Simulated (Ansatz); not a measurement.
The relaxed structure here is a generated cell of B: the first start was made by placing the elements on the sites of a structure type, and the end was not matched to a known phase here, so it may be hypothetical.

One starting cell of B (a generated trial cell of B in the black-P structure type) was relaxed twice with Ansatz (plane waves, PAW, scalar-relativistic): with r2SCAN at 500 eV and with PBE at 420 eV. The r2SCAN result:

```
B
1.0
    1.46819    -2.66079     0.00000
    1.46819     2.66079     0.00000
    0.00000     0.00000     3.26626
B
4
Direct
  0.34410   0.65590   0.59033
  0.65590   0.34410   0.40967
  0.84410   0.15590   0.90967
  0.15590   0.84410   0.09033
```

```csv
quantity,r2SCAN,PBE
space group,Cmce,Cmce
volume (Å³/atom),6.38,6.38
a (Å),2.936,2.938
b (Å),5.322,5.324
c (Å),3.266,3.264
"gap (eV, no spin-orbit coupling)",0.00,0.00
```

Both levels end in the same structure; PBE's volume is within 0.5 % of r2SCAN's. Neither column is exact.

No spin polarisation in the result.

The run could not lose the symmetry of its start: the end is stationary, and may be a saddle point rather than a minimum.

Ansatz is a quantum-chemistry and plane-wave program.
